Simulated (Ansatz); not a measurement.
Here is the system:

ZrRu:
```cif
data_RuZr
_chemical_formula_sum 'Ru1 Zr1'
_space_group_name_H-M_alt 'Pm-3m'
_space_group_IT_number 221
_space_group_name_Hall '-P 4 2 3'
_cell_length_a 3.23245
_cell_length_b 3.23245
_cell_length_c 3.23245
_cell_angle_alpha 90.000
_cell_angle_beta 90.000
_cell_angle_gamma 90.000
loop_
_atom_site_label
_atom_site_type_symbol
_atom_site_symmetry_multiplicity
_atom_site_Wyckoff_symbol
_atom_site_fract_x
_atom_site_fract_y
_atom_site_fract_z
_atom_site_occupancy
Ru1 Ru 1 a 0.00000 0.00000 0.00000 1
Zr1 Zr 1 b 0.50000 0.50000 0.50000 1
```

This is the PBEsol-relaxed structure.

### Question
All from PBEsol (plane waves, PAW; program Ansatz), unless another level is named. Estimate the formation energy from the elements (no fitted shifts).

### Answer
-0.63 eV/atom.

### Question
Next, the density of states at the Fermi level?

### Answer
0.25 states/eV per atom (mean over ±0.08 eV).

### Question
Next, the gap with spin–orbit coupling?

### Answer
none (metallic).

The workflow started from an entry of the Crystallography Open Database (COD). Its standing as an ambient phase is unchecked. Symmetry was held in the PBEsol relaxation; of distortions, only those at the zone centre were tested. The run is not spin-polarised. The references are the lowest solids computed at this level, not always the standard phases. Scalar-relativistic: spin–orbit coupling is off unless named, which matters more the heavier the elements.

Potentials: the later of the program's two PAW sets.
